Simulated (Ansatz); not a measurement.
**Calculated coordination and ⁷⁹Br quadrupole coupling for Cs₃Sc₂Br₉**

Cell: a computed structure from the Materials Project (it need not be an observed phase), atoms as given.

Space group P6_3/mmc (No. 194); a = 7.7546, c = 19.4394 Å, γ = 120.00°.

| site | Wyckoff | site symmetry | x | y | z |
| --- | --- | --- | --- | --- | --- |
| Cs1 | 4f | 3m. | 0.6667 | 0.3333 | 0.5748 |
| Cs5 | 2b | -6m2 | 0.0000 | 0.0000 | 0.7500 |
| Sc | 4f | 3m. | 0.6667 | 0.3333 | 0.1557 |
| Br11 | 12k | .m. | 0.3397 | 0.1699 | 0.0881 |
| Br23 | 6h | mm2 | 0.0220 | 0.5110 | 0.7500 |

One atom of each set is listed.

Computed with Ansatz: DFT, PBE, plane waves and PAW, scalar-relativistic, 420 eV cutoff, Γ-centred 4×4×2 k-points, Fermi–Dirac smearing 0.02 eV.

Q(⁷⁹Br) = 308.7 mb.

(1) Rank these Br sites by |C_Q|, smallest first.
A. Br23: 2 Sc at 2.78 Å, angle 82°
B. Br11: 1 Sc at 2.56 Å

## Answers

(1) B (62.5 MHz, η = 0.02), A (93.3 MHz, η = 0.39).

At Br11 V_zz points along its bond to Sc (within 2°). At Br23 V_zz stands upright on the plane of its two bonds (within 1°). Like point charges on the first shell alone (each adding as 1/d³) would put Br11 above Br23: the covalent part of each bond and the atoms beyond the first shell count as well.
